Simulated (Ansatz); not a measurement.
ZrSe₂ (CdI2 type)

```
CELL_PARAMETERS angstrom
      3.73508     0.00000     0.00000
     -1.86754     3.23468     0.00000
      0.00000     0.00000     6.03154
ATOMIC_POSITIONS crystal
  Zr 0.00000 0.00000 0.00000
  Se 0.33333 0.66667 0.26507
  Se 0.66667 0.33333 0.73493
```

Equation-of-state scan: isotropic scaling of the cell above, V₀ being its volume. The atoms relax within the cell's symmetry.

Level of theory: PBE-D3(BJ) (plane waves to 420 eV, PAW, scalar-relativistic; Ansatz, a program for electronic structure). k mesh 14×14×8 (Γ-centred), Fermi-Dirac smearing 0.05 eV. E stands for the smeared free energy. Stress and pressure are positive under compression. With the shape held, the modulus is that of even scaling; a crystal free to change shape is softer. At this level the bands of ZrSe2 touch or barely overlap; measurements give the solid a gap. ZrSe2 is run without spin polarisation. ZrSe2 was relaxed with its symmetry unable to fall. ΔE is measured from the relaxed starting cell. The last digit holds for this mesh only.

```json
[
 {"V (Å³/atom)": "21.862", "ΔE (meV/atom)": "withheld"},
 {"V (Å³/atom)": "22.469", "ΔE (meV/atom)": "19.2"},
 {"V (Å³/atom)": "23.076", "ΔE (meV/atom)": "8.1"},
 {"V (Å³/atom)": "23.683", "ΔE (meV/atom)": "1.9"},
 {"V (Å³/atom)": "24.291", "ΔE (meV/atom)": "0.0"},
 {"V (Å³/atom)": "24.898", "ΔE (meV/atom)": "1.8"},
 {"V (Å³/atom)": "25.505", "ΔE (meV/atom)": "6.8"},
 {"V (Å³/atom)": "26.112", "ΔE (meV/atom)": "14.6"},
 {"V (Å³/atom)": "26.720", "ΔE (meV/atom)": "25.0"}
]
```

Q: Fit a third-order Birch-Murnaghan form (E₀, V₀, B₀, B₀′ free) to the given rows and predict ΔE at V = 21.862.

A: Least squares on the 8 given rows: ΔE = E₀ + (9V₀B₀/16)·y²·[2 + (B₀′ − 4)y], y = (V₀/V)^(2/3) − 1, with V₀ = 24.289 Å³/atom, B₀ = 39.16 GPa (160.2 GPa = 1 eV/Å³; the term in eV is multiplied by 1000), B₀′ = 4.48, E₀ = -0.01 meV/atom; root-mean-square residual 0.02 meV/atom. At 21.862 the fit gives 35.9 meV/atom; the calculation gives 36.0 meV/atom, so the extrapolation is off by -0.1 (-0.3 %). For the pressure the fit gives 5.2 GPa against the computed 5.2 GPa.

(Under strain, the slope of the energy per volume gives the stress and its curvature an elastic modulus.)
